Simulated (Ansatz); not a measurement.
Input and command of a plane-wave DFT calculation in Ansatz:

```yaml
crystal:
  lattice:
    - [0.0, 2.3885, 2.3885]
    - [2.3885, 0.0, 2.3885]
    - [2.3885, 2.3885, 0.0]
  atoms:
    - { symbol: B, position: [0.0, 0.0, 0.0] }
    - { symbol: As, position: [0.75, 0.75, 0.75] }
basis:
  ecutwfc: 420
kpoints:
  mp_grid: { grid: [12, 12, 12] }
hamiltonian:
  xc: pbe
scf:
  occupations: { method: gaussian, width: 0.05 }
output:
  forces: true
  stress: true
  eigenvalues: true
```

```bash
ansatz run input.yaml --threads 1 --pin off --max-ram 2560MiB --backend cpu --events-out ev --progress --plain --runs-dir out
```

Processor: AMD EPYC (Zen 3), 1 thread, on a host shared with other jobs.

How long does it run, and how much memory does it take?

About 4.1 s on 1 thread of AMD EPYC (Zen 3), on a shared host, peak memory 0.33 GiB. It solves 13 bands at 72 k points (the mesh reduced by the symmetry that the task leaves, which can be less than the crystal's) with about 531 plane waves, in 6 SCF iterations.
